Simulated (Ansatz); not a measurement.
Simulated (Ansatz). Plane-wave DFT: natural occupations of the f shells on orthogonalised atomic orbitals at the end of the run, rising, by spin; atoms or cell relaxed as the task says.

```
cell
1.0
     4.1405   -4.1405    0.0000
    -4.1405   -4.1405    0.0000
     0.0000    0.0000  -11.0131
Al Eu Zn
8 4 8
Direct
  0.7500 0.2500 0.2500
  0.2500 0.2500 0.7500
  0.2500 0.7500 0.2500
  0.7500 0.7500 0.7500
  0.2500 0.2500 0.2500
  0.7500 0.2500 0.7500
  0.7500 0.7500 0.2500
  0.2500 0.7500 0.7500
  0.0000 0.5000 0.5000
  0.5000 0.5000 0.0000
  0.5000 0.0000 0.5000
  0.0000 0.0000 0.0000
  0.0000 0.0000 0.3898
  0.5000 0.0000 0.8898
  0.5000 0.5000 0.3898
  0.0000 0.5000 0.8898
  0.0000 0.0000 0.6102
  0.5000 0.0000 0.1102
  0.5000 0.5000 0.6102
  0.0000 0.5000 0.1102
```

Starting moments (μB): Eu number 1 7.33, Eu number 2 7.33, Eu number 3 7.33, Eu number 4 7.33; others 0.

cell charge: 0 e
spin: collinear
scf start: atoms
lower state search: off
functional: PBEsol
wave cutoff: 420 eV
k mesh: 4, 4, 2
k shift: 0.5, 0.5, 0.5 mesh steps
gaussian smearing: 0.05 eV
task: single point

Results:

```tsv
shell atom	shell element	shell spin	shell occupation 1 (e)	shell occupation 2 (e)	shell occupation 3 (e)	shell occupation 4 (e)	shell occupation 5 (e)	shell occupation 6 (e)	shell occupation 7 (e)
9	Eu	up	0.94	0.95	0.95	0.95	0.96	0.97	0.97
9	Eu	down	0	0	0	0	0.01	0.01	0.01
10	Eu	up	0.94	0.95	0.95	0.95	0.96	0.97	0.97
10	Eu	down	0	0	0	0	0.01	0.01	0.01
11	Eu	up	0.94	0.95	0.95	0.95	0.96	0.97	0.97
11	Eu	down	0	0	0	0	0.01	0.01	0.01
12	Eu	up	0.94	0.95	0.95	0.95	0.96	0.97	0.97
12	Eu	down	0	0	0	0	0.01	0.01	0.01
```

Caveats: 4f shell without a U, which puts 4f levels too near the Fermi level; occupations loosely converged; open f or d shells may hold a state above the lowest.
